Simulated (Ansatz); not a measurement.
An element in the bcc structure gives these cold pressures by all-electron LAPW under PBEsol (Ansatz 0.2.0, scalar-relativistic, no spin polarisation).

| V (Å³/atom) | P (GPa) |
| --- | --- |
| 29.99 | 0.02 |
| 26.99 | 8.24 |
| 23.99 | 22.6 |
| 20.99 | 49.3 |
| 17.99 | 101.9 |
| 15.00 | 211.6 |
| 12.00 | 474.5 |

Task: Which element is it?

Result: Bi. Its zero-pressure volume in this structure is near 30.0 Å³/atom; the volume and the steepness of P(V) together point to it, though neighbours can come close. Other candidates weren't computed, and some may come near.
